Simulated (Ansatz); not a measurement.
Problem. Mg (diamond, space group No. 227) is relaxed with PBEsol in the plane-wave PAW code Ansatz. What lattice parameters of the conventional cell result?

Solution. a = 6.769 Å.

Space group Fd-3m (diamond). The start of the workflow was typed in or built on a structure type; neither database checked (COD, Materials Project) lists it. It is not the phase usual at ambient conditions (space group No. 194). The cell was relaxed with PBEsol under the symmetry of its start. At this level the phase is mechanically unstable.

Potentials: the later of the program's two PAW sets.
